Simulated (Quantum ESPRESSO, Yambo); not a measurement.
G0W0 results for K₂PtC₂

```
CELL_PARAMETERS angstrom
      5.13834     0.00000     0.00000
     -2.56917     4.44993     0.00000
      0.00000     0.00000     5.19454
ATOMIC_POSITIONS crystal
  C  0.00000 0.00000 0.87789
  C  0.00000 0.00000 0.12211
  K  0.33333 0.66667 0.77824
  K  0.66667 0.33333 0.22176
  Pt 0.00000 0.00000 0.50000
```

The geometry is that of Materials Project entry mp-976876, symmetrised and not relaxed again.

Starting point: PBEsol (pw.x of Quantum ESPRESSO, ONCV potentials, scalar-relativistic). G0W0 in Yambo: 3×3×2 Γ-centred k mesh, bands 5 to 219 and a 8 Ry block in the screening, 219 bands in G with the Bruneval-Gonze terminator, plasmon pole fitted at 27.2 eV.

```
Item                                                                                               Result
------------------------------------------------------------------------------------------------  -------
PBEsol gap along the band path                                                                    0.88 eV
PBEsol gap between the mesh's edge points (A → (0, 0.333, -0.5))                                  1.19 eV
G0W0 gap between the same points                                                                  2.07 eV
PBEsol smallest direct gap on the mesh (at (0, 0.333, -0.5))                                      1.22 eV
G0W0 direct gap at that point                                                                     2.10 eV
estimate of the fundamental G0W0 gap (path gap plus the correction; the mesh misses a band edge)  1.76 eV
```

```csv
k point,band,E PBEsol (eV),E QP (eV),shift (eV),Z
Γ,VB,-1.47,-2.13,-0.67,0.76
Γ,CB,3.64,3.87,0.23,0.83
A,VB,0.00,-0.51,-0.51,0.78
A,CB,2.05,2.73,0.68,0.80
"(0, 0.333, -0.5)",VB,-0.03,-0.54,-0.51,0.78
"(0, 0.333, -0.5)",CB,1.19,1.56,0.37,0.81
K,VB,-1.45,-2.11,-0.65,0.76
K,CB,2.54,2.80,0.26,0.82
H,VB,-0.07,-0.59,-0.52,0.78
H,CB,1.43,1.82,0.39,0.81
```

Energies count from the PBEsol valence-band maximum.

Nearest settings tried, and what they do to the gap: 139 bands in G: -3 meV; 3 Ry block (83 vectors against 327): -143 meV. Not varied: bands in W, mesh. So the settings aren't converged at that level. The k mesh is coarse.

Spin-orbit coupling is left out, which matters for elements this heavy: edges can move by tenths of an eV.

The structure is a Materials Project entry; no match was found in the copy of COD used, and its stability was not checked.
